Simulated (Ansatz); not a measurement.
Cu Kα1 powder pattern (kinematic, no thermal factors).
```tsv
2θ (°)	relative intensity
19.66	3
27.91	4
29.64	100
29.68	32
34.37	99
41.19	3
49.38	35
49.42	36
50.47	1
53.64	2
58.65	16
58.67	30
58.71	15
61.54	18
61.62	6
72.44	11
73.34	1
80.13	14
80.19	7
80.24	7
82.67	16
82.74	15
```

The pattern is computed from a structure relaxed with DFT PBE, scalar-relativistic, plane waves, PAW (Ansatz 0.2.0). No spin polarisation. Its elements are O, Pb, Sn.

Question: Give the structure.

Answer: SnPb2O3.
Space group P-3m1 (No. 164). a = 3.689 Å, b = 3.689 Å, c = 9.023 Å, α = 90.00°, β = 90.00°, γ = 120.00°
```csv
atom,site,symmetry,x,y,z
Sn,1a,-3m.,0.0000,0.0000,0.0000
Pb,2d,3m.,0.3333,0.6667,0.3306
O,2d,3m.,0.3333,0.6667,0.8423
O,1b,-3m.,0.0000,0.0000,0.5000
```

A pattern alone doesn't exclude other cells with like lines; this is the one computed.

The cell was found from a structure generator's guess, not taken from experiment.
